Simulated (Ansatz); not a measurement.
The cell below belongs to a search over invented structures; it isn't taken from experiment.

Input and command of a plane-wave DFT calculation in Ansatz:

```yaml
crystal:
  lattice:
    - [6.43086688, 0.0, 0.0]
    - [0.0, 6.43086688, 0.0]
    - [0.0, 0.0, 5.31123523]
  atoms:
    - { symbol: Sn, position: [0.76669413, 0.76669413, 0.5] }
    - { symbol: Sn, position: [0.23330587, 0.23330587, 0.5] }
    - { symbol: Sn, position: [0.23330587, 0.76669413, 0.5] }
    - { symbol: Sn, position: [0.76669413, 0.23330587, 0.5] }
    - { symbol: Sn, position: [0.5, 0.5, 0.0] }
    - { symbol: Sn, position: [0.0, 0.0, 0.5] }
    - { symbol: Ge, position: [0.5, 0.5, 0.5] }
basis:
  ecutwfc: 420
kpoints:
  mp_grid: { grid: [3, 3, 3] }
hamiltonian:
  xc: pbe
scf:
  occupations: { method: gaussian, width: 0.2 }
  lower_state_search: "off"
output:
  forces: true
  stress: true
  eigenvalues: true
relax:
  adjacent_minimum: "off"
  f_tol: 0.08
  max_steps: 16
  cell: { stress_tol: 0.8 }
```

```bash
ansatz run input.yaml --threads 1 --pin off --max-ram 2560MiB --backend cpu --events-out ev --progress --plain --runs-dir out
```

Processor: Arm Neoverse V2, 1 thread, on a host shared with other jobs.

How long does it run, and how much memory does it take?

About 79 s, peak memory 0.56 GiB. It solves 59 bands at 6 k points (after reduction by symmetry) with about 7251 plane waves (on the last cell), in 66 SCF iterations over 10 ionic steps.
